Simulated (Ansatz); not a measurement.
Here is the system:

AlGaAs$_{2}$:
```cif
data_AlAs2Ga
_chemical_formula_sum 'Ga1 As2 Al1'
_space_group_name_H-M_alt 'P 1'
_space_group_IT_number 1
_cell_length_a 4.01076
_cell_length_b 4.01076
_cell_length_c 5.65959
_cell_angle_alpha 90.000
_cell_angle_beta 90.000
_cell_angle_gamma 90.000
loop_
_space_group_symop_operation_xyz
  'x, y, z'
loop_
_atom_site_label
_atom_site_type_symbol
_atom_site_fract_x
_atom_site_fract_y
_atom_site_fract_z
_atom_site_occupancy
Ga1 Ga 0.00000 0.00000 0.00000 1
As1 As 0.50000 0.00000 0.25024 1
Al1 Al 0.50000 0.50000 0.50000 1
As2 As 0.00000 0.50000 0.74976 1
```

This is the PBEsol-relaxed structure.

### Question
All from the program Ansatz at the PBEsol level (PAW), unless another level is named. Give the static dielectric constant ε0 (ions relaxed, cell fixed).

### Answer
13.5 (xx = yy), 13.5 (zz).

### Question
Next, the Born charges (a third of the trace)?

### Answer
Ga +2.23, As -2.14, Al +2.05 e.

### Question
What about the electronic dielectric constant ε∞ (DFPT)?

### Answer
11.5 (xx = yy), 11.5 (zz).

Space group P-4m2. The start of the workflow was typed in or built on a structure type; neither database checked (COD, Materials Project) lists it. Whether it is the stable phase at ambient conditions was not checked. The PBEsol relaxation kept the symmetry of its start; its stability against distortions is not shown here. Scalar-relativistic: spin–orbit coupling is off unless named, which matters more the heavier the elements.

Potentials: the earlier of the program's two PAW sets. The files were generated under PBE; for other functionals the program regenerates the frozen cores, and for LDA and PBEsol the local potential too.
